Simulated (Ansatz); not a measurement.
## Property card for In2Bi

In₂Bi:
```xyz
6
Lattice="5.4120 0.0000 0.0000 -2.7060 4.6869 0.0000 0.0000 0.0000 6.3714" Properties=species:S:1:pos:R:3 pbc="T T T"
In     0.0000     0.0000     0.0000
In     0.0000     0.0000     3.1857
In     2.7060     1.5623     1.5929
In     0.0000     3.1246     4.7786
Bi     2.7060     1.5623     4.7786
Bi     0.0000     3.1246     1.5929
```

Space group P6_3/mmc (No. 194); conventional cell a = b = 5.4120 Å, c = 6.3714 Å, α = β = 90.00°, γ = 120.00°.

Method: the program Ansatz at the LDA level (PAW). Geometry: relaxed at this level of theory. Other levels are named where they apply.

Cell and energy:

```json
{
  "volume_per_atom": "26.94 Å³",
  "density": "9.01 g/cm³",
  "Formation energy from the elements (no fitted shifts)": "0.011 eV/atom"
}
```

Electronic structure:

```json
{
 "electronic_character": "metallic (no gap)",
 "Density of states at the Fermi level": "0.38 states/eV per atom (mean over ±0.08 eV)"
}
```

Mechanics:

```json
{
 "Bulk modulus (Birch–Murnaghan fit)": "49.9 GPa",
 "Pressure derivative B′": "5.3",
 "Elastic constants (relaxed ions, GPa)": "C11 = 60.8, C12 = 53.1, C13 = 37.0, C33 = 75.8, C44 = 10.8",
 "mechanical_stability": "stable (all eigenvalues of C positive)",
 "hill_bulk_and_shear_moduli": "50.2 and 8.2 GPa",
 "Young's modulus": "23.2 GPa",
 "Poisson's ratio": "0.42",
 "debye_temperature_from_the_elastic_constants": "107 K"
}
```

Phonons:

```json
{
 "highest_zone_centre_frequency": "102 cm⁻¹",
 "zone_centre_stability": "no imaginary mode at Γ"
}
```

The workflow started from a Materials Project entry (that database holds measured and hypothetical structures alike); the Crystallography Open Database files this formula in space group No. 194, but the cells were not matched. Its standing as an ambient phase is unchecked. The cell was relaxed with LDA under the symmetry of its start. As this level gives no gap, shear constants depend on the k-mesh and smearing (Fermi–Dirac, 0.1 eV here). As this level gives no gap, phonon frequencies hold no LO–TO term and depend on the k-mesh and smearing (Fermi–Dirac, 0.1 eV here). Axis ratios of metals converge slowly with the k-mesh, so a and c are less sure than the volume. On the denser mesh and wider smearing of the elastic run this cell carries a stress of 0.4 GPa. The references are the lowest solids computed at this level, not always the standard phases. Scalar-relativistic: spin–orbit coupling is off unless named, which matters more the heavier the elements.

Potentials: the later of the program's two PAW sets.
